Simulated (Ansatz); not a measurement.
Level of theory: DFT PBE, scalar-relativistic, plane waves, PAW (Ansatz 0.2.0). Settings: cutoff 420 eV, Γ-centred meshes spaced at most about 0.3 Å⁻¹, and about 0.25 Å⁻¹ or finer for metals (2π included), Gaussian smearing. No spin polarisation in the final relaxations.

All energies are static (0 K, no zero-point motion).

Compare these two cells of Sn3As, each relaxed at this level.

A.

```
CELL_PARAMETERS angstrom
6.64804 0.00000 0.00000
-3.32402 5.75737 0.00000
0.00000 0.00000 5.36472
ATOMIC_POSITIONS crystal
Sn 0.34157 0.17079 0.75000
Sn 0.82921 0.17079 0.75000
Sn 0.82921 0.65843 0.75000
Sn 0.65843 0.82921 0.25000
Sn 0.17079 0.82921 0.25000
Sn 0.17079 0.34157 0.25000
As 0.66667 0.33333 0.25000
As 0.33333 0.66667 0.75000
```

B.

```
CELL_PARAMETERS angstrom
4.69456 0.00000 0.00000
0.00000 4.69456 0.00000
0.00000 0.00000 4.69456
ATOMIC_POSITIONS crystal
Sn 0.50000 0.00000 0.50000
Sn 0.00000 0.50000 0.50000
Sn 0.50000 0.50000 0.00000
As 0.00000 0.00000 0.00000
```

Question: Which would you expect to be lower, and how large is the difference?

Answer: They are level within the accuracy (5 meV/atom apart, with A the lower in these runs). A has the Ni3Sn (D0_19) type, space group P6_3/mmc (No. 194), 25.7 Å³/atom and no gap on its mesh; B has the Cu3Au (L1_2) type, space group Pm-3m (No. 221), 25.9 Å³/atom and no gap. Counting Sn atoms around As (those within 1.25 times the shortest such distance or 1.15 times the sum of covalent radii, 1.27 where that leaves under three; the shortest distance is added where it exceeds 1.18 times the sum of covalent radii), A and B both have As 12 from 3.3 Å. Even the lower one lies +0.14 eV/atom against the reference forms of the elements (uncorrected), so neither is stable at this level. Both come from invented guesses. A third cell relaxed alike, in Im-3m, lies 89 meV/atom below the lower of the two.

For metals, differences of a few meV/atom aren't resolved. In Pm-3m an odd number of electrons in the primitive cell allows no gap without spin; a larger cell or a magnetic state could open one. A magnetic state wasn't ruled out in cells without spin, among them Pm-3m. Cells relaxed within their symmetry can be saddle points.
